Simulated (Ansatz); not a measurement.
# Calculated electric field gradients for Li2MgH2N2

The cell is a Materials Project structure (computed, not necessarily an observed phase).

```cif
data_Li2MgH2N2
_symmetry_space_group_name_H-M 'Pbcn'
_symmetry_Int_Tables_number 60
_cell_length_a 5.1368
_cell_length_b 9.7679
_cell_length_c 5.2360
_cell_angle_alpha 90.000
_cell_angle_beta 90.000
_cell_angle_gamma 90.000
loop_
_atom_site_label
_atom_site_type_symbol
_atom_site_symmetry_multiplicity
_atom_site_Wyckoff_symbol
_atom_site_fract_x
_atom_site_fract_y
_atom_site_fract_z
Li1 Li 4 c 0.0000 0.2543 0.2500
Li5 Li 4 c 0.5000 0.5119 0.2500
Mg Mg 4 c 0.5000 0.2387 0.2500
H H 8 d 0.8332 0.4431 0.4499
N N 8 d 0.7281 0.3573 0.5028
```

One atom of each set is listed.

The numbers come from a DFT calculation in Ansatz (r2SCAN, plane waves and PAW, scalar-relativistic, 500 eV cutoff, Γ-centred 6×3×5 k-points, Fermi–Dirac smearing 0.02 eV).

Conventions: |V_zz| ≥ |V_yy| ≥ |V_xx|, η = (V_xx − V_yy)/V_zz, C_Q = eQV_zz/h. ν_Q = 3|C_Q|/[2I(2I − 1)].

Li-6: I = 1, Q = -0.8080 mb; 25Mg: I = 5/2, Q = 199.4 mb; ²H: I = 1, Q = 2.858 mb; 14N: I = 1, Q = 20.44 mb. Nuclear quadrupole moments: year-2017 set (Pyykkö).

| site | atoms | first shell | C_Q (MHz) | η | ν_Q (MHz) |
| --- | --- | --- | --- | --- | --- |
| Li1 | 4 | 4 N at 2.06–2.17 Å; also 1 Li at 2.37 Å | 0.002 | 0.57 | 0.003 |
| Li5 | 4 | 4 N at 2.16–2.32 Å; also 1 Li at 2.37 Å | -0.003 | 0.50 | 0.005 |
| Mg | 4 | 4 N at 2.11–2.12 Å | -6.04 | 0.68 | 0.906 |
| H | 8 | 1 N at 1.03 Å | 0.250 | 0.03 | 0.375 |
| N | 8 | 1 H at 1.03 Å, 3 Li at 2.06–2.17 Å, 2 Mg at 2.11–2.12 Å; also 1 Li at 2.32 Å | 2.91 | 0.16 | 4.37 |

At H V_zz points along its bond to N (within 1°). At N V_zz points along its shortest bond, to H (within 2°).

The largest force is 0.3 eV/Å, so the atoms aren't at the calculated equilibrium and relaxing them would move these values. With these PAW files V_zz is typically within 2 to 3 % of all-electron values, but misses above 10 % occur on Li.
